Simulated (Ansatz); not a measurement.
**What settings do to one calculation: (111) superlattice of 8 and 4 atomic planes of zincblende GaAs and GaP, in-plane a of GaAs, 12 atoms**

Ansatz (PAW, plane waves), atoms fixed. The base input:

```yaml
crystal:
  lattice:
    - [2.830000, -2.830000, 0.000000]
    - [0.000000, 2.830000, -2.830000]
    - [11.061569, 11.061569, 11.061569]
  atoms:
    - { symbol: Ga, position: [0.077353, 0.006648, 0.997183] }
    - { symbol: Ga, position: [0.013694, 0.043346, 0.513876] }
    - { symbol: Ga, position: [0.340308, 0.676393, 0.172406] }
    - { symbol: Ga, position: [0.360102, 0.677796, 0.678349] }
    - { symbol: Ga, position: [0.657686, 0.335580, 0.336727] }
    - { symbol: Ga, position: [0.719146, 0.362103, 0.834502] }
    - { symbol: As, position: [0.035105, 0.003667, 0.125305] }
    - { symbol: As, position: [0.015065, 0.007557, 0.638120] }
    - { symbol: As, position: [0.306621, 0.682593, 0.300980] }
    - { symbol: As, position: [0.609531, 0.307615, 0.469923] }
    - { symbol: P, position: [0.349349, 0.669807, 0.801806] }
    - { symbol: P, position: [0.687282, 0.338093, 0.953051] }
kpoints:
  mp_grid: { grid: [4, 4, 1] }
hamiltonian:
  xc: pbesol
scf:
  occupations: { method: fermi_dirac, width: 0.01 }
output:
  forces: true
  eigenvalues: true
  stress: true
  populations: true
```

Command:

```sh
ansatz run in.yaml --threads 2 --pin off --max-ram 30400MiB --runs-dir r --events-out ev --progress --plain --backend cuda --devices 0, --max-vram 18GiB
```

It converged in 9 iterations and 12 s of wall time on one NVIDIA H100 with 2 processor threads, on a host shared with other runs; peak host memory 1.2 GiB; largest force component 2.10 eV/Å, pressure 0.10 GPa. The cutoff was the default, 420 eV. The base isn't a converged reference: it has few k points, and its atoms are unrelaxed. Each run below changes the keys shown and caps the iterations.

```tsv
run	changed	ending	iterations	free energy less the base (meV per atom)	rms change of forces (eV/Å)	change of pressure (GPa)	wall time (s, shared host)
1	n_extra_bands 1, xc_grid 2 (2 is the default), max_iter 80, total_charge 1	converged	10	other zero	0.246	0.61	16 GPU
2	width 0.2 eV, max_iter 4	not converged	–	–	–	–	–
3	ecutrho_ratio 1, n_extra_bands 0, max_iter 90	refused	–	–	–	–	–
4	dr2_threshold 0.0001, max_iter 80	converged	6	0.0	0.001	0.00	13 GPU
5	dispersion rvv10, max_iter 6	refused	–	–	–	–	–
6	n_extra_bands 4, max_iter 100	converged	8	0.0	0.000	0.00	11 GPU
7	dr2_threshold 1e-09, max_iter 50	converged	11	0.0	0.000	0.00	19 GPU
8	accuracy high, max_iter 60	converged	12	0.0	0.000	0.00	16 GPU
```

«Other zero»: another functional, charge or dispersion term moves the zero of energy, so the difference says nothing of accuracy.

Problem. Which changes leave the result alone, and which of the same physical model moves the forces most?

Solution. The forces move by under 0.002 eV/Å in runs 4, 6, 7, 8. Among the runs with the same functional, charge and dispersion term, none moves them by over 0.01 eV/Å.

Problem. Why did some runs give no result?

Solution. - run 2: did not converge after 4 iterations: dr2 = 1.99e-4 (threshold 1.00e-7), under the density mixer `msr1`, which `scf.mixing.algorithm: auto` chose by the deck's other keys (type `scf.mixing.algorithm: msr1` to keep it);
- run 3: inconsistent input (scf.n_extra_bands, scf.occupations.method): n_bands = 74 leaves no empty band above the 74 bands per channel that the deck's 148 electrons occupy, and the occupations search for the Fermi level (a smearing at a finite width, or …
- run 5: inconsistent input (hamiltonian.dispersion, hamiltonian.xc): `dispersion: rvv10` has no transferable b for PBE exchange — Sabatini et al. (2013) fitted b=6.3 to rPW86, and the PBE refits of Peng & Perdew (2017) are task-dependent (b=6.6 S22 / b=10.0 layered). …
